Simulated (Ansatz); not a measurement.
# An elastic constant from a strain scan in HgPd

Level of theory: Ansatz, DFT PBEsol, scalar-relativistic, plane waves, PAW. Settings: plane waves to 420 eV, k-mesh 16×16×14 (Γ-centred), Gaussian smearing 0.15 eV. Spin–orbit coupling is left out, which can shift energies with elements as heavy as these. No spin polarisation. Energies are free energies at this smearing, counted from the undisturbed cell; pressure is positive in compression.

The undisturbed cell (as given, not relaxed at this level; it stands at 0.0 GPa, and it needn't be the usual structure):

```xyz
2
Lattice="3.0300 0.0000 0.0000 0.0000 3.0300 0.0000 0.0000 0.0000 3.6920" Properties=species:S:1:pos:R:3 pbc="T T T"
Hg    0.0000    0.0000    0.0000
Pd    1.5150    1.5150    1.8460
```

The cell is strained by ε times the Voigt pattern (0, 0, 0, 0, 0, 1) (xx, yy, zz, yz, xz, xy; engineering shear) with fractional coordinates fixed. The cell holds 2 atoms in V0 = 33.89 Å³. The stress column is τ = (1/V0) dE/dε, got from the stress tensor σ (compression positive) at each point as −det(1 + εP) σ : P(1 + εP)⁻¹, with P the pattern as a tensor.

| ε | ΔE (meV/atom) | τ (GPa) |
| --- | --- | --- |
| -0.0350 | 2.601 | -1.401 |
| -0.0300 | 1.913 | -1.202 |
| -0.0250 | 1.331 | -1.002 |
| -0.0200 | 0.853 | -0.803 |
| -0.0150 | 0.480 | -0.604 |
| -0.0100 | 0.214 | -0.404 |
| -0.0050 | 0.054 | -0.202 |
| 0.0000 | 0.000 | 0.000 |
| 0.0050 | 0.054 | 0.202 |
| 0.0100 | 0.214 | 0.404 |
| 0.0150 | 0.480 | 0.604 |
| 0.0200 | 0.853 | 0.803 |
| 0.0250 | 1.331 | 1.002 |
| 0.0300 | 1.913 | 1.202 |
| 0.0350 | 2.601 | 1.401 |
| 0.0400 | ? | ? |

Which combination of elastic constants does this scan measure, and how large is it?

For small ε, τ = τ0 + Kε with K = pᵀCp, which for this pattern is C66 in the Cartesian frame shown. The parabola through τ at ε = -0.0050, 0 and 0.0050 has slope K = 40 GPa at zero. The energies per cell, E = NΔE, of the wider pair ε = ±0.0300 give K = 2[E(ε₊)/ε₊ − E(ε₋)/ε₋]/[(ε₊ − ε₋)V0] = 40 GPa, in agreement.

Predict the withheld row at ε = 0.0400 from the harmonic law, and compare.

ΔE = V0(τ0 ε + Kε²/2)/N = 3.419 meV/atom and τ = 1.62 GPa. The calculation gives 3.395 meV/atom and 1.60 GPa, a miss of 0.7 % of the harmonic energy, so the harmonic law still holds here.

In a metal these slopes depend on the k mesh and the smearing.